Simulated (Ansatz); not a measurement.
Given:

CdSiN2:
```
CdSiN2
1.0
    1.43905     0.83083     5.91111
   -1.43905     0.83083     5.91111
    0.00000    -1.66167     5.91111
Cd Si N
1 1 2
Direct
  0.50000   0.50000   0.50000
  0.00000   0.00000   0.00000
  0.61422   0.61422   0.61422
  0.38578   0.38578   0.38578
```

This is the LDA-relaxed structure.

All from LDA (plane waves, PAW; program Ansatz), unless another level is named. Estimate the electronic character.

metallic (no gap).

And the density of states at the Fermi level?

0.08 states/eV per atom (mean over ±0.08 eV).

Give the formation energy from the elements (no fitted shifts).

-41 kJ/mol-atom.

Space group R-3m. The start of the workflow was typed in or built on a structure type; neither database checked (COD, Materials Project) lists it. Whether it is the stable phase at ambient conditions was not checked. The cell was relaxed with LDA under the symmetry of its start; its stability against distortions is not shown here. The volume moved by -46 % from the start of the relaxation. The references are the lowest solids computed at this level, not always the standard phases (solids in place of the gases). Scalar-relativistic: spin–orbit coupling is off unless named, which matters more the heavier the elements.

Potentials: the earlier of the program's two PAW sets. The files were generated under PBE; for other functionals the program regenerates the frozen cores, and for LDA and PBEsol the local potential too.
